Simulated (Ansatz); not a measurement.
YSiNO$_{2}$:
```cif
data_NO2SiY
_chemical_formula_sum 'Y1 Si1 N1 O2'
_space_group_name_H-M_alt 'P 1'
_space_group_IT_number 1
_cell_length_a 3.57837
_cell_length_b 3.57837
_cell_length_c 3.69660
_cell_angle_alpha 90.000
_cell_angle_beta 90.000
_cell_angle_gamma 90.000
loop_
_space_group_symop_operation_xyz
  'x, y, z'
loop_
_atom_site_label
_atom_site_type_symbol
_atom_site_fract_x
_atom_site_fract_y
_atom_site_fract_z
_atom_site_occupancy
Y1 Y 0.00000 0.00000 0.99844 1
Si1 Si 0.50000 0.50000 0.49839 1
N1 N 0.50000 0.50000 0.99832 1
O1 O 0.50000 0.00000 0.49827 1
O2 O 0.00000 0.50000 0.49827 1
```

Relaxed with r²SCAN.

Which orbitals make up the states near the band edges in the program Ansatz at the r²SCAN level (PAW)?

Top 1 eV of the valence band: N 2p 66 %, O 2p 24 %, Y 4d 6 %. Bottom 1 eV of the conduction band: Y 4d 85 %, O 2s 6 %. Projections are on Löwdin-orthogonalised atomic valence shells; empty p or d shells of many metals are not among them.

Tabulate the density of states.

States/eV per cell of 5 atoms, in 0.25 eV bins, energy from the valence-band maximum.

```
E (eV)  total  O 2p  Y 4d  N 2p
------  -----  ----  ----  ----
-7.85    1.04  0.65  0.05  0.11
-7.60    1.28  0.77  0.07  0.17
-7.35    1.51  0.96  0.09  0.17
-7.10    1.66  1.12  0.09  0.17
-6.85    1.83  1.21  0.12  0.23
-6.60    1.86  1.20  0.13  0.25
-6.35    2.34  1.57  0.14  0.29
-6.10    2.99  2.07  0.19  0.38
-5.85    2.81  2.03  0.17  0.33
-5.60    3.10  2.30  0.28  0.29
-5.35    2.98  2.23  0.30  0.26
-5.10    2.16  1.69  0.21  0.13
-4.85    1.91  1.52  0.15  0.10
-4.60    1.63  1.31  0.11  0.09
-4.35    1.66  1.23  0.10  0.19
-4.10    2.26  1.36  0.14  0.54
-3.85    2.20  1.44  0.11  0.47
-3.60    1.72  1.19  0.07  0.35
-3.35    2.62  1.52  0.14  0.79
-3.10    2.52  1.35  0.16  0.82
-2.85    1.68  0.88  0.12  0.56
-2.60    1.50  0.68  0.15  0.57
-2.35    1.37  0.40  0.17  0.69
-2.10    1.59  0.35  0.22  0.92
-1.85    2.34  0.48  0.32  1.42
-1.60    2.54  0.50  0.30  1.60
-1.35    2.14  0.40  0.21  1.42
-1.10    2.43  0.49  0.18  1.65
-0.85    1.65  0.38  0.12  1.08
-0.60    0.81  0.21  0.05  0.52
-0.35    0.40  0.11  0.02  0.27
-0.10    0.11  0.03  0.00  0.08
0.15     0.00  0.00  0.00  0.00
0.40     0.00  0.00  0.00  0.00
0.65     0.00  0.00  0.00  0.00
0.90     0.00  0.00  0.00  0.00
1.15     0.00  0.00  0.00  0.00
1.40     0.00  0.00  0.00  0.00
1.65     0.00  0.00  0.00  0.00
1.90     0.00  0.00  0.00  0.00
2.15     0.01  0.00  0.01  0.00
2.40     0.07  0.00  0.06  0.00
2.65     0.16  0.00  0.14  0.00
2.90     0.24  0.01  0.21  0.01
3.15     0.34  0.01  0.28  0.01
3.40     0.46  0.02  0.39  0.01
3.65     0.63  0.03  0.50  0.02
3.90     0.90  0.04  0.70  0.02
4.15     1.49  0.06  1.18  0.03
4.40     2.19  0.10  1.74  0.05
4.65     3.47  0.16  2.82  0.07
4.90     4.36  0.22  3.50  0.11
5.15     2.90  0.18  2.25  0.09
5.40     3.26  0.21  2.48  0.14
5.65     4.04  0.28  3.10  0.19
5.90     3.43  0.30  2.56  0.13
6.15     3.61  0.37  2.74  0.11
6.40     3.37  0.33  2.56  0.12
6.65     2.34  0.18  1.60  0.16
6.90     1.63  0.09  0.87  0.17
```

Space group P4/mmm. The start of the workflow was typed in or built on a structure type; neither database checked (COD, Materials Project) lists it. COD files the formula under space group No. 15, 63. Its standing as an ambient phase is unchecked. The r²SCAN relaxation kept the symmetry of its start; its stability against distortions is not shown here. The run is not spin-polarised. Scalar-relativistic: spin–orbit coupling is off unless named, which matters more the heavier the elements.

Potentials: the later of the program's two PAW sets.
